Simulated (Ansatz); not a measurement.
GaCuBr4 in space group P-42c (No. 112; Ga on 2d, Cu on 2e, Br on 8n), plane-wave PAW r²SCAN (Ansatz code). The conduction-band minimum lies at Γ, with 1 equivalent valley. Second derivatives d²E/dk² of the lowest band at one valley (eV·Å²), along Cartesian directions:

```
direction  d²E/dk²
---------  -------
[100]        18.13
[010]        18.13
[001]        18.39
[110]        18.12
[101]        18.26
[011]        18.26
```

Q: Find the principal effective masses, the density-of-states mass and the conductivity mass.

A: Off-diagonal terms follow from H_xy = H[110] − (H_xx + H_yy)/2, and m*/mₑ = 7.620 eV·Å² over each eigenvalue: 0.41, 0.42, 0.42. One valley's DOS mass (m₁m₂m₃)^(1/3) = 0.42, conductivity mass 3/(Σ 1/mᵢ) = 0.42 mₑ.

Q: What effective density of states Nc follows at 300 K for parabolic valleys?

A: Nc = 2.509e19 × 1 × (0.42)^(3/2) ≈ 6.8e18 cm⁻³.

The first step of the workflow began from a Materials Project structure, measured or hypothetical; the Crystallography Open Database copy checked does not list it. Its standing as an ambient phase is unchecked. The r²SCAN relaxation kept the symmetry of its start; whether a distortion lowers the energy is not shown. No spin polarisation was allowed. Scalar-relativistic: spin–orbit coupling is off unless named, which matters more the heavier the elements.

Potentials: the later of the program's two PAW sets.

Edges and masses are those of Kohn–Sham bands, whose gap is no quasiparticle gap.
